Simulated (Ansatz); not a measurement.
**Nuclear-site quantities of TiN as the cell is scaled**

```
CELL_PARAMETERS angstrom
0.00000 2.12200 2.12200
2.12200 0.00000 2.12200
2.12200 2.12200 0.00000
ATOMIC_POSITIONS crystal
Ti 0.00000 0.00000 0.00000
N 0.50000 0.50000 0.50000
```

Atoms are numbered in the order listed.

The geometry is COD entry 1011099, unchecked; take it as a test cell. It is an old determination, and later ones may differ.

Spin polarisation is left out, and whether a magnetic state lies lower isn't shown here.

These are results of DFT, PBEsol, all-electron PAW with datasets made for the crystal, scalar-relativistic (Ansatz 0.2.0), not measurements.

Sampling and basis: a Γ-centred 17×17×17 k mesh, Fermi–Dirac smearing of 0.05 eV, cutoff 400 eV (chosen by the program for this cell), no spin polarisation.

The contact density is the mean electron density over the nuclear volume; its changes follow the s electrons' response to bonding and compression. Changes below are taken from the unscaled cell, where it is 56684.8 e/Å³ at Ti1, 1404.92 e/Å³ at N2.

Volumes at which the program chose other datasets or cutoffs are left out.

The datasets are made afresh for each cell, so very small changes are uncertain.

Q: Does compression raise or lower the contact density at N2?

A: It lowers it, by 0.07 e/Å³ over the whole range.

Q: Tabulate the changes with volume.

A: 
```json
{"V/V(cell)": "0.9600", "P (GPa)": "3.8", "Δρ(0) Ti1 (e/Å³)": "0.41", "Δρ(0) N2 (e/Å³)": "-0.07"}
{"V/V(cell)": "0.9800", "P (GPa)": "-2.4", "Δρ(0) Ti1 (e/Å³)": "0.20", "Δρ(0) N2 (e/Å³)": "-0.04"}
{"V/V(cell)": "0.9900", "P (GPa)": "-5.3", "Δρ(0) Ti1 (e/Å³)": "0.10", "Δρ(0) N2 (e/Å³)": "-0.02"}
{"V/V(cell)": "1.0000", "P (GPa)": "-8.0", "Δρ(0) Ti1 (e/Å³)": "0.00", "Δρ(0) N2 (e/Å³)": "0.00"}
```
